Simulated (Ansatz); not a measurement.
Data:

BAs:
```cif
data_As6B6
_chemical_formula_sum 'B6 As6'
_space_group_name_H-M_alt 'P 1'
_space_group_IT_number 1
_cell_length_a 5.92207
_cell_length_b 5.92207
_cell_length_c 5.92207
_cell_angle_alpha 90.000
_cell_angle_beta 90.000
_cell_angle_gamma 90.000
loop_
_space_group_symop_operation_xyz
  'x, y, z'
loop_
_atom_site_label
_atom_site_type_symbol
_atom_site_fract_x
_atom_site_fract_y
_atom_site_fract_z
_atom_site_occupancy
B1 B 0.25000 0.00000 0.50000 1
B2 B 0.50000 0.25000 0.00000 1
B3 B 0.50000 0.75000 0.00000 1
B4 B 0.75000 0.00000 0.50000 1
B5 B 0.00000 0.50000 0.75000 1
B6 B 0.00000 0.50000 0.25000 1
As1 As 0.25000 0.50000 0.00000 1
As2 As 0.00000 0.25000 0.50000 1
As3 As 0.00000 0.75000 0.50000 1
As4 As 0.75000 0.50000 0.00000 1
As5 As 0.50000 0.00000 0.75000 1
As6 As 0.50000 0.00000 0.25000 1
```

This is the PBE-relaxed structure.

**Question.** All from plane-wave PAW PBE (Ansatz code), unless another level is named. Give the formation energy from the elements (no fitted shifts).

**Answer.** 0.23 eV/atom.

**Question.** What about the electron effective mass with spin–orbit coupling?

**Answer.** 0.34, 0.34, 0.67 mₑ (principal values).

**Question.** And the hole effective mass with spin–orbit coupling, band 1 of 2 at the edge?

**Answer.** 1.2 along [100], 0.64 along [110], 0.52 along [111] (mₑ).

Space group Pm-3n. The start of the workflow was typed in or built on a structure type; neither database checked (COD, Materials Project) lists it. It is not the phase usual at ambient conditions (space group No. 216). Symmetry was held in the PBE relaxation; whether a distortion lowers the energy is not shown. Its formation energy is positive at this level, so the cell may be metastable or incomplete. The references are the lowest solids computed at this level, not always the standard phases. Spin–orbit coupling is left out wherever it is not named.

Potentials: the later of the program's two PAW sets.

Edges and masses are those of Kohn–Sham bands, whose gap is no quasiparticle gap.
